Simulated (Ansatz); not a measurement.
The relaxed structure here is a generated cell of SnO2: the first start was made by placing the elements on the sites of a structure type, and the end was not matched to a known phase here, so it may be hypothetical. Known forms of SnO2 include space group No. 136.

A relaxed structure of SnO$_{2}$. Method: r2SCAN (plane waves to 500 eV, PAW, scalar-relativistic; Ansatz, an electronic-structure program).

```
CELL_PARAMETERS angstrom
      5.18554    -1.87342     0.00000
      5.18554     1.87342     0.00000
     -3.00440     0.00000     5.89570
ATOMIC_POSITIONS crystal
  Sn 0.50000 0.50000 0.50000
  Sn 0.32259 0.32259 0.87060
  Sn 0.67741 0.67741 0.12940
  O  0.21561 0.21561 0.09230
  O  0.86463 0.86463 0.42051
  O  0.13537 0.13537 0.57949
  O  0.78439 0.78439 0.90770
  O  0.50764 0.50764 0.20022
  O  0.49236 0.49236 0.79978
```

**Question.** Find the space group and the Wyckoff positions (tolerance 0.01 Å).

**Answer.** Space group C2/m (No. 12); a = 10.371 Å, b = 3.747 Å, c = 6.617 Å, α = γ = 90.00°, β = 117.00°

```tsv
atom	site	symmetry	x	y	z
Sn	2d	2/m	0.0000	0.5000	0.5000
Sn	4i	m	0.1774	0.5000	0.1294
O	4i	m	0.2156	0.0000	0.0923
O	4i	m	0.1354	0.0000	0.5795
O	4i	m	0.0076	0.5000	0.2002
```

**Question.** Give the shortest distances between elements (the closest pairs, up to four, under 3.6 Å).

**Answer.** O–Sn 1.95 Å; O–O 2.51 Å; Sn–Sn 3.28 Å.

| Property | Result |
|---|---|
| Volume per atom | 12.73 Å³ |
| Density | 6.55 g/cm³ |
| Band gap | 1.46 eV, indirect (valence top at Y2, conduction bottom at Γ) (no spin-orbit coupling) |
| Smallest direct gap | 1.64 eV at Γ |

No spin polarisation in the result.

It was reached from a disturbed copy of a P6₂22 (No. 180) cell (AFLOW prototype A2B_hP9_180_j_c (C8, as in SiO2)), against which it lies -309 meV/atom.
